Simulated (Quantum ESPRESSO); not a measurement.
Simulation results for Si3BPC3 (made-up cell), AlSi3C3N (made-up cell)

All values are calculated (Quantum ESPRESSO 7.5). Calculation on a made-up crystal cell, not a measurement: periodic Kohn-Sham density functional theory in plane waves with PseudoDojo standard norm-conserving scalar-relativistic pseudopotentials, each functional with its own files (v0.5 for PBE, v0.4.1 for LDA and PBEsol), no spin polarisation, no spin-orbit coupling, atoms not relaxed, stress positive in tension, energies less a fixed whole-eV offset for each atom's element; levels are Kohn-Sham levels at fractions of this cell's reciprocal vectors, counted from the reference band (half the neutral cell's valence electrons, rounded up) at Gamma; error bars cover cutoff and k-mesh only, not smearing or the files; added strain carries the atoms with the cell, and shear is the tensor component; each bar is the largest change over components, and at least 0.002 eV, 0.002 eV per angstrom or 0.02 GPa; energies are for the whole cell, and the offsets were chosen from early runs and are not element reference energies.

Common to all runs: lattice type zincblende/diamond; functional pbe; fermi dirac smearing 0.025 eV; scf tolerance 1e-07 eV; electrons removed 0; k mesh 4 x 4 x 4, shifted by half a step.

(1) Si3BPC3 (made-up cell)

Unstrained structure:
```
cell vectors (Å)
   4.4727     0.0360     0.0624
   0.0361     4.5327     0.0291
   0.0624     0.0291     4.5891
atoms (fractions of the cell vectors)
Si  0.00123  0.00420  0.00111
Si -0.00072  0.48983  0.50389
P   0.49852 -0.00892  0.51440
Si  0.51447  0.50268  0.00270
C   0.25935  0.23908  0.26420
C   0.25448  0.75150  0.73639
C   0.73238  0.24431  0.75418
B   0.74993  0.75736  0.26220
```

It was run with cutoff 1116 eV, added strain kind shear xy, added strain 0.018 and structure shown before the added strain of 0.018.

Results for Si3BPC3 (made-up cell): free energy less offsets -3.279 eV; smearing term minus ts 0 eV; scf iterations 12; pressure -11.26 GPa; stress xx 7.954 GPa; stress yy 10.96 GPa; stress zz 14.85 GPa; stress yz 1.969 GPa; stress xz 5.675 GPa; stress xy 10.43 GPa; reference band 16; error bar energy 0.007086 eV; error bar stress 0.0368 GPa; error bar force 0.003964 eV/Å; error bar next band up 0.002 eV; error bars from tighter rerun of this cell.

Atoms:
```tsv
atoms element	atom site	atom energy offset (eV)
Si	1	-115
Si	2	-115
P	3	-189
Si	4	-115
C	5	-163
C	6	-163
C	7	-163
B	8	-79
```

Forces:
```tsv
site	x (eV/Å)	y (eV/Å)	z (eV/Å)
1	0.3292	-0.4533	0.3262
2	0.236	0.2104	-0.08195
3	-0.1702	0.501	-0.9499
4	-1.439	0.141	0.6709
5	-0.04049	0.3125	-0.3392
6	-0.1165	-0.04281	1.286
7	1.09	-0.3617	-0.4779
8	0.1104	-0.307	-0.4344
```

Levels:
```tsv
level k point	next band up (eV)
Gamma	0.5872
(1/2,1/2,1/2)	1.669
(0.15,0,0)	0.8824
(0,0.15,0)	0.8683
(0,0,0.15)	0.8026
```

(2) Si3BPC3 (made-up cell)

The structure is that of entry 1.

Settings of this run: cutoff 1116 eV, added strain kind shear xy, added strain 0.0201 and structure shown before the added strain of 0.0201.

The calculation gives: free energy less offsets -3.253 eV; smearing term minus ts 0 eV; scf iterations 11; pressure -11.17 GPa; stress xx 7.841 GPa; stress yy 10.84 GPa; stress zz 14.83 GPa; stress yz 1.936 GPa; stress xz 5.684 GPa; stress xy 11.29 GPa; reference band 16; error bar energy 0.007086 eV; error bar stress 0.0368 GPa; error bar force 0.003964 eV/Å; error bar next band up 0.002 eV; error bars from tighter rerun of a related cell.

Atoms:
```tsv
atoms element	atom site	atom energy offset (eV)
Si	1	-115
Si	2	-115
P	3	-189
Si	4	-115
C	5	-163
C	6	-163
C	7	-163
B	8	-79
```

Forces:
```tsv
site	x (eV/Å)	y (eV/Å)	z (eV/Å)
1	0.3218	-0.4643	0.3407
2	0.2343	0.2072	-0.06077
3	-0.1837	0.4958	-0.9338
4	-1.447	0.1565	0.6872
5	-0.03702	0.3088	-0.3449
6	-0.1039	-0.03167	1.275
7	1.099	-0.3682	-0.4952
8	0.1169	-0.3041	-0.4683
```

Levels:
```tsv
level k point	next band up (eV)
Gamma	0.5761
(1/2,1/2,1/2)	1.643
(0.15,0,0)	0.8727
(0,0.15,0)	0.8592
(0,0,0.15)	0.781
```

(3) AlSi3C3N (made-up cell)

Unstrained structure:
```
cell vectors (Å)
   4.2751     0.0488     0.0182
   0.0488     4.3319     0.0181
   0.0182     0.0181     4.3670
atoms (fractions of the cell vectors)
Si -0.03422  0.00641 -0.02297
Si  0.00146  0.49474  0.48894
Al  0.46880 -0.01904  0.50845
Si  0.51077  0.50037  0.01696
C   0.24486  0.24053  0.24408
C   0.20765  0.77627  0.78635
N   0.74386  0.23769  0.75417
C   0.73997  0.71340  0.26543
```

Settings of this run: cutoff 1143 eV, added strain kind biaxial xx and yy, added strain -0.0126 and structure shown before the added strain of -0.0126.

It finds free energy less offsets -2.121 eV; smearing term minus ts 0 eV; scf iterations 12; pressure 23.29 GPa; stress xx -27.9 GPa; stress yy -23.42 GPa; stress zz -18.54 GPa; stress yz 1.827 GPa; stress xz 1.865 GPa; stress xy 15.4 GPa; reference band 16; error bar energy 0.004586 eV; error bar stress 0.02632 GPa; error bar force 0.003675 eV/Å; error bar next band up 0.002 eV; error bars from tighter rerun of a related cell.

Atoms:
```tsv
atoms element	atom site	atom energy offset (eV)
Si	1	-115
Si	2	-115
Al	3	-64
Si	4	-115
C	5	-163
C	6	-163
N	7	-283
C	8	-163
```

Forces:
```tsv
site	x (eV/Å)	y (eV/Å)	z (eV/Å)
1	0.01979	0.5005	6.764
2	1.156	-0.1569	2.006
3	1.204	0.1347	-0.1618
4	-3.359	-0.5818	-1.124
5	-1.369	0.9934	-1.447
6	3.584	-6.522	-3.403
7	-1.503	2.763	-1.27
8	0.268	2.87	-1.365
```

Levels:
```tsv
level k point	next band up (eV)
Gamma	0.8839
(1/2,1/2,1/2)	3.592
(0.15,0,0)	1.258
(0,0.15,0)	1.358
(0,0,0.15)	1.324
```

(4) AlSi3C3N (made-up cell)

The structure is that of entry 3.

It was run with cutoff 1143 eV, added strain kind biaxial xx and yy, added strain -0.0038 and structure shown before the added strain of -0.0038.

The calculation gives: free energy less offsets -2.324 eV; smearing term minus ts 0 eV; scf iterations 12; pressure 18.49 GPa; stress xx -22.44 GPa; stress yy -17.93 GPa; stress zz -15.09 GPa; stress yz 1.857 GPa; stress xz 1.856 GPa; stress xy 14.26 GPa; reference band 16; error bar energy 0.004586 eV; error bar stress 0.02632 GPa; error bar force 0.003675 eV/Å; error bar next band up 0.002 eV; error bars from tighter rerun of a related cell.

Atoms:
```tsv
atoms element	atom site	atom energy offset (eV)
Si	1	-115
Si	2	-115
Al	3	-64
Si	4	-115
C	5	-163
C	6	-163
N	7	-283
C	8	-163
```

Forces:
```tsv
site	x (eV/Å)	y (eV/Å)	z (eV/Å)
1	0.101	0.447	6.409
2	1.104	-0.1176	1.875
3	1.145	0.1269	-0.1742
4	-3.285	-0.5751	-1.03
5	-1.335	1.031	-1.361
6	3.414	-6.259	-3.265
7	-1.394	2.618	-1.147
8	0.2509	2.729	-1.307
```

Levels:
```tsv
level k point	next band up (eV)
Gamma	0.8782
(1/2,1/2,1/2)	3.473
(0.15,0,0)	1.252
(0,0.15,0)	1.345
(0,0,0.15)	1.313
```

(5) AlSi3C3N (made-up cell)

The structure is that of entry 3.

Here we set cutoff 1143 eV, added strain kind biaxial xx and yy, added strain 0.0011 and structure shown before the added strain of 0.0011.

Atoms:
```tsv
atoms element	atom site	atom energy offset (eV)
Si	1	-115
Si	2	-115
Al	3	-64
Si	4	-115
C	5	-163
C	6	-163
N	7	-283
C	8	-163
```

(6) AlSi3C3N (made-up cell)

The structure is that of entry 3.

Settings of this run: cutoff 1143 eV, added strain kind biaxial xx and yy, added strain 0.0066 and structure shown before the added strain of 0.0066.

Atoms:
```tsv
atoms element	atom site	atom energy offset (eV)
Si	1	-115
Si	2	-115
Al	3	-64
Si	4	-115
C	5	-163
C	6	-163
N	7	-283
C	8	-163
```

## Withheld values
1. AlSi3C3N (made-up cell) (entry 5): stress xy?
2. AlSi3C3N (made-up cell) (entry 5): stress yy?
3. What stress xx does the calculation give for AlSi3C3N (made-up cell) (entry 5)?
4. Estimate the stress xz of AlSi3C3N (made-up cell) (entry 5).
5. Estimate the stress xz of AlSi3C3N (made-up cell) (entry 6).
6. What stress yz does the calculation give for AlSi3C3N (made-up cell) (entry 6)?
7. What stress zz does the calculation give for AlSi3C3N (made-up cell) (entry 6)?
8. AlSi3C3N (made-up cell) (entry 6): pressure?
9. Give the table of forces values for AlSi3C3N (made-up cell) (entry 6).

Calculated values
1. 13.66 GPa
2. -15.04 GPa
3. -19.55 GPa
4. 1.841 GPa
5. 1.832 GPa
6. 1.909 GPa
7. -11.35 GPa
8. 13.24 GPa
9. 
Forces:
```tsv
site	x (eV/Å)	y (eV/Å)	z (eV/Å)
1	0.2032	0.3774	6.011
2	1.051	-0.07468	1.73
3	1.076	0.1181	-0.1888
4	-3.201	-0.5662	-0.9241
5	-1.294	1.07	-1.262
6	3.214	-5.954	-3.108
7	-1.277	2.458	-1.015
8	0.2267	2.571	-1.243
```

Further results for AlSi3C3N (made-up cell) (entry 5):

| Item | Value |
| --- | --- |
| free energy less offsets | -2.416 eV |
| smearing term minus ts | 0 eV |
| scf iterations | 12 |
| pressure | 15.96 GPa |
| stress zz | -13.28 GPa |
| stress yz | 1.888 GPa |
| reference band | 16 |
| error bar energy | 0.004586 eV |
| error bar stress | 0.02632 GPa |
| error bar force | 0.003675 eV/Å |
| error bar next band up | 0.002 eV |
| error bars from | tighter rerun of a related cell |

Forces:
```tsv
site	x (eV/Å)	y (eV/Å)	z (eV/Å)
1	0.1508	0.4135	6.219
2	1.083	-0.1005	1.807
3	1.112	0.1231	-0.1813
4	-3.245	-0.5703	-0.9798
5	-1.317	1.049	-1.313
6	3.319	-6.113	-3.19
7	-1.339	2.542	-1.084
8	0.2366	2.657	-1.278
```

Levels:
```tsv
level k point	next band up (eV)
Gamma	0.8744
(1/2,1/2,1/2)	3.403
(0.15,0,0)	1.248
(0,0.15,0)	1.337
(0,0,0.15)	1.306
```

Further results for AlSi3C3N (made-up cell) (entry 6):

| Item | Value |
| --- | --- |
| free energy less offsets | -2.504 eV |
| smearing term minus ts | 0 eV |
| scf iterations | 12 |
| stress xx | -16.44 GPa |
| stress yy | -11.92 GPa |
| stress xy | 13 GPa |
| reference band | 16 |
| error bar energy | 0.004586 eV |
| error bar stress | 0.02632 GPa |
| error bar force | 0.003675 eV/Å |
| error bar next band up | 0.002 eV |
| error bars from | tighter rerun of a related cell |

Levels:
```tsv
level k point	next band up (eV)
Gamma	0.8692
(1/2,1/2,1/2)	3.323
(0.15,0,0)	1.243
(0,0.15,0)	1.326
(0,0,0.15)	1.297
```
